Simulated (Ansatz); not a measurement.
# Relaxing a structure of ScSi

The relaxed structure here is a generated cell of ScSi: the first start was made by placing the elements on the sites of a structure type, and the end was not matched to a known phase here, so it may be hypothetical.

The start is a generated trial cell of ScSi in the AFLOW prototype AB_oP4_59_a_b (as in CuTe). The cell and all atomic positions are relaxed at zero pressure with PBEsol (plane waves to 420 eV, PAW, scalar-relativistic; Ansatz, a program for electronic structure). The first steps use a coarse 8×6×4 k-mesh.

Starting cell:
```
CELL_PARAMETERS angstrom
      2.91830     0.00000     0.00000
      0.00000     3.78916     0.00000
      0.00000     0.00000     6.43879
ATOMIC_POSITIONS crystal
  Sc 0.00000 0.00000 0.05100
  Sc 0.50000 0.50000 0.94900
  Si 0.00000 0.50000 0.27700
  Si 0.50000 0.00000 0.72300
```

Task: Does the structure survive the relaxation? Give the final space group.

Result: The space group goes from Pmmn (No. 59) to Immm (No. 71), with 2 atoms in the primitive cell.

Task: By how much does the energy per atom fall from start to end?

Result: About 1.9 eV/atom.

Task: How does the volume change?

Result: +5.4 %, from 17.80 to 18.77 Å³/atom.

Task: How do the shortest distances between atoms change?

Result: The closest pairs of elements (up to four, under 3.6 Å), start → end: Sc–Si 2.39 → 2.69 Å; Sc–Sc 2.48 → 3.11 Å; Si–Si 2.92 → 3.11 Å.

Task: What band gap does the relaxed structure have at this level?

Result: Zero (metallic).

Task: What does it relax into? Give the structure.

Result: 
Space group Immm (No. 71); a = 3.107 Å, b = 4.495 Å, c = 5.376 Å, α = β = γ = 90.00°

```csv
atom,site,symmetry,x,y,z
Sc,2d,mmm,0.0000,0.5000,0.0000
Si,2b,mmm,0.5000,0.0000,0.0000
```
(The calculation used a cell of 2 atoms; values per cell refer to that cell.)

Final values are on a 18×18×18 k-mesh of the relaxed cell. The start holds a very short contact (Sc–Si 2.39 Å). No spin polarisation in the result. The relaxed primitive cell holds an odd number of electrons. A magnetic state may lie lower.

The run could not lose the symmetry of its start, so the end can be a saddle point.
